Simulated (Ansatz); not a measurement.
**Na, first-principles data**

Na:
```xyz
2
Lattice="3.6998 0.0000 0.0000 -1.8499 3.2041 0.0000 0.0000 0.0000 6.1360" Properties=species:S:1:pos:R:3 pbc="T T T"
Na     0.0000     2.1361     1.5340
Na     1.8499     1.0680     4.6020
```

Space group P6_3/mmc (No. 194), hcp (Mg type); conventional cell a = b = 3.6998 Å, c = 6.1360 Å, α = β = 90.00°, γ = 120.00°.

Method: the program Ansatz at the PBEsol level (PAW). The cell and atoms are relaxed at this level. Other levels are named where they apply.

Cell and energy:

```json
{
  "volume_per_atom": "36.37 Å³",
  "density": "1.05 g/cm³"
}
```

Electronic structure:

```json
{
 "electronic_character": "metallic (no gap)",
 "Density of states at the Fermi level": "0.48 states/eV per atom (mean over ±0.08 eV)"
}
```

Mechanics:

```json
{
  "Bulk modulus (Birch–Murnaghan fit)": "7.8 GPa",
  "Pressure derivative B′": "3.7",
  "Elastic constants (relaxed ions, GPa)": "C11 = 12.6, C12 = 7.8, C13 = 3.4, C33 = 16.2, C44 = 2.5",
  "mechanical_stability": "stable (all eigenvalues of C positive)",
  "hill_bulk_and_shear_moduli": "7.8 and 3.0 GPa",
  "Young's modulus": "8.0 GPa",
  "Poisson's ratio": "0.33",
  "debye_temperature_from_the_elastic_constants": "171 K"
}
```

Phonons:

```json
{
  "highest_zone_centre_frequency": "129 cm⁻¹",
  "zone_centre_stability": "no imaginary mode at Γ"
}
```

The workflow started from a Materials Project entry (that database holds measured and hypothetical structures alike); the Crystallography Open Database files this formula in space group No. 194, but the cells were not matched. It is not the phase usual at ambient conditions (space group No. 229). The PBEsol relaxation kept the symmetry of its start. As this level gives no gap, shear constants depend on the k-mesh and smearing (Fermi–Dirac, 0.1 eV here). As this level gives no gap, phonon frequencies hold no LO–TO term and depend on the k-mesh and smearing (Fermi–Dirac, 0.1 eV here). Axis ratios of metals converge slowly with the k-mesh, so a and c are less sure than the volume.

Potentials: the earlier of the program's two PAW sets. The files were generated under PBE; for other functionals the program regenerates the frozen cores, and for LDA and PBEsol the local potential too.
